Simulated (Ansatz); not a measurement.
A: ZnS (zinc blende), a = b = c = 5.357 Å, α = β = γ = 90.00°
B: CdSe (zinc blende), a = 6.082 Å, b = 6.082 Å, c = 6.082 Å, α = 90.00°, β = 90.00°, γ = 90.00°
C: KTaO₃ (cubic perovskite), a = b = c = 3.9853 Å, α = β = γ = 90.00°

Scan: energy over volume and axial ratio (atoms clamped). All come from one method, each on a k mesh of its own. All were relaxed with their symmetry unable to fall. KTaO3 is run without spin polarisation. Spin-orbit coupling is left out.

Q: Rank these by shear modulus C′ = (C11 − C12)/2 (fitted) (highest first), as PBEsol (plane waves to 420 eV, PAW, scalar-relativistic; Ansatz, a first-principles code) gives it.

A: C (188 GPa), A (21 GPa), B (9 GPa)

(A scan under strain: stresses follow from slopes of the energy per volume, elastic moduli from its curvatures.)
